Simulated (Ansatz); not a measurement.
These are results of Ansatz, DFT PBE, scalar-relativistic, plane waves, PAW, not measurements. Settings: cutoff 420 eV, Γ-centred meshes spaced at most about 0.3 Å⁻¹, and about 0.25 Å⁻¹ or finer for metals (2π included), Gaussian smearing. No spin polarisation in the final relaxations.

These are static total energies at zero pressure. All come from trial cells, and lower structures may exist.

Task: These unrelaxed guesses for ZnGe₂N₂ are each relaxed within their symmetry. Order them by the energy at which they end, lowest first.
A.

```
Zn Ge N
1.0
     3.13470   -1.80173    0.00000
     3.13470    1.80173    0.00000
    -0.57176    0.00000    8.71071
Zn Ge N
1 2 2
Direct
  0.10232 0.89768 0.00000
  0.76614 0.51284 0.73989
  0.48716 0.23386 0.26011
  0.75937 0.55147 0.86642
  0.44853 0.24063 0.13358
```

B.

```
Zn Ge N
1.0
     3.99790    0.00000    0.00000
    -1.99895    3.46228    0.00000
     0.00000    0.00000    6.53965
Zn Ge N
1 2 2
Direct
  0.00000 0.00000 0.00000
  0.33333 0.66667 0.24366
  0.66667 0.33333 0.75634
  0.33333 0.66667 0.63470
  0.66667 0.33333 0.36530
```

C.

```
Zn Ge N
1.0
    -1.71750    1.71750    5.71037
     1.71750   -1.71750    5.71037
     1.71750    1.71750   -5.71037
Zn Ge N
1 2 2
Direct
  0.50000 0.50000 0.00000
  0.15000 0.15000 0.00000
  0.85000 0.85000 0.00000
  0.75000 0.25000 0.50000
  0.25000 0.75000 0.50000
```

D.

```
Zn Ge N
1.0
     3.43503    0.00000    0.00000
    -1.71752    2.97483    0.00000
     0.00000    0.00000    7.38210
Zn Ge N
1 2 2
Cartesian
  1.7175 0.9916 3.6911
  0.0000 1.9832 0.0000
  1.7175 0.9916 0.0000
  0.0000 0.0000 1.5332
  0.0000 0.0000 5.8489
```

Result: A (ends in C2, 0 meV/atom), B (ends in P-3m1, 14 meV/atom), D (ends in P-6m2, 271 meV/atom), C (ends in I4/mmm, 0.32 eV/atom). Even the lowest end lies +0.31 eV/atom against the elements.

For metals, differences of a few meV/atom aren't resolved. No dispersion correction is applied, so the spacing and binding between layers, chains or molecules are poorly described (C2, P-3m1), and this can change margins and order among such cells. Cells relaxed within their symmetry can be saddle points. Some structure types and database cells were kept out of the candidates from the start, so a known form may be missing.
